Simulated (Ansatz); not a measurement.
Relaxed AlFe (CsCl type):

```xyz
2
Lattice="2.8747 0.0000 0.0000 0.0000 2.8747 0.0000 0.0000 0.0000 2.8747" Properties=species:S:1:pos:R:3 pbc="T T T"
Al     0.0000     0.0000     0.0000
Fe     1.4374     1.4374     1.4374
```

All values below come from PBE (plane waves to 420 eV, PAW, scalar-relativistic; Ansatz, a quantum-chemistry and plane-wave program). k mesh 13×13×13 (Γ-centred), Fermi-Dirac smearing 0.05 eV. With partly filled bands, energies and forces of such displacements shift with the k mesh and the smearing. AlFe was relaxed with its symmetry unable to fall. Relaxed AlFe ends ferromagnetic. Other magnetic orders were not checked, so this need not be the ground state.

One atom of the cell was then moved (with its periodic images), all else fixed, and the forces (eV/Å) came out as:

| atom | Fx | Fy | Fz |
|---|---|---|---|
| Al1 | -1.601 | -1.601 | -1.601 |
| Fe2 | 1.601 | 1.601 | 1.601 |

With two atoms only their relative shift counts; take Al1 as fixed.

Q: Which atom was moved, and by which vector (Å)?

A: Fe2, by (-0.17, -0.17, -0.17), 0.30 Å in all.

(A displaced cell: forces are minus the slopes of the energy, force constants its curvatures, and phonons follow from these.)
